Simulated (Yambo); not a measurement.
G0W0@PBEsol for BaAlSiH (space group P3m1, No. 156) in Yambo (3×3×2 mesh, 8 Ry block, plasmon pole, screening fixed), without a terminator:

```tsv
bands N in G	gap A → K (eV)	shift of the valence edge (eV)
102	1.435	-0.088
188	1.464	-0.364
302	1.475	-0.464
```

Q: Extrapolate both columns to infinite N with E(N) = E∞ + A/N, test the form, and compare with the terminator.

A: From two points, E∞ = (N2 E2 − N1 E1)/(N2 − N1). The two largest N give 1.49 eV for the gap and -0.63 eV for the shift; the two smallest give 1.50 eV and -0.69 eV. For the gap the slopes A are -6.5 and -5.5 eV: the form isn't reached, and its limit is uncertain. For the shift the slopes A are 62 and 50 eV: the form isn't reached, and its limit is uncertain. With the Bruneval-Gonze terminator and 302 bands the run gives 1.48 eV and -0.52 eV, 0.02 eV and 0.11 eV from the extrapolated values: the terminator too is an estimate of the remainder. Block, mesh and the bands in W are held fixed. In the run with 302 bands and a 8 Ry block, which covers more k points, the smallest G0W0 gap is 1.44 eV, A → (0, 0.333, 0).

Geometry relaxed with PBEsol; primitive cell a = b = 4.2991 Å, c = 5.0620 Å, α = β = 90.00°, γ = 120.00°.

The structure is a Materials Project entry; no match was found in the copy of COD used, and its stability was not checked.

A shift is the quasiparticle energy of the state minus its PBEsol energy.
